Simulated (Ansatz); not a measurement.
The relaxed structure here is a generated cell of Nb: the first start was made by placing the elements on the sites of a structure type, and the end was not matched to a known phase here, so it may be hypothetical. Known forms of Nb include space group No. 229.

A relaxed cell of Nb (I4₁/amd (No. 141)), relaxed on a k-mesh at least as fine as the one used below. Level of theory: r2SCAN (plane waves to 500 eV, PAW, scalar-relativistic; Ansatz, an electronic-structure program). Γ-centred k-mesh 13×13×13 on the run's cell (coarser than for final values), Fermi–Dirac smearing 0.05 eV.

```yaml
crystal:
  lattice:
    - [-5.18287, 5.18287, 2.83014]
    - [0.00000, 0.00000, 2.83014]
    - [0.00000, 5.18287, 0.00000]
  atoms:
    - { symbol: Nb, position: [0.00000, 0.25000, 0.50000] }
    - { symbol: Nb, position: [0.50000, 0.25000, 0.50000] }
    - { symbol: Nb, position: [0.00000, 0.00000, 0.00000] }
    - { symbol: Nb, position: [0.50000, 0.00000, 0.00000] }
```

The atoms are displaced along an unstable phonon of this cell by (Å):

```json
[
 {"atom": "Nb1", "ux": "0.000", "uy": "-0.150", "uz": "0.000"},
 {"atom": "Nb2", "ux": "0.000", "uy": "0.150", "uz": "0.000"},
 {"atom": "Nb3", "ux": "0.000", "uy": "-0.150", "uz": "0.000"},
 {"atom": "Nb4", "ux": "0.000", "uy": "0.150", "uz": "0.000"}
]
```

**Question.** What forces (eV/Å) and pressure result?

**Answer.** 
| atom | Fx | Fy | Fz |
|---|---|---|---|
| Nb1 | 0.00 | -0.54 | 0.10 |
| Nb2 | 0.00 | 0.54 | 0.10 |
| Nb3 | 0.00 | -0.54 | -0.10 |
| Nb4 | 0.00 | 0.54 | -0.10 |

Pressure -0.8 GPa.

**Question.** Estimate the energy cost of the displacement in the harmonic approximation and compare with the calculation.

**Answer.** For a harmonic well ΔE = −½ Σ F·u = -0.163 eV a cell, or -41 meV/atom. The calculated energy relative to the undisplaced cell is -0.05 eV/atom, so the harmonic estimate holds well.

The undisplaced cell is probably no minimum: from this displacement the run went on to Pnma (No. 62), 0.49 eV/atom below it.

No spin polarisation in the result.
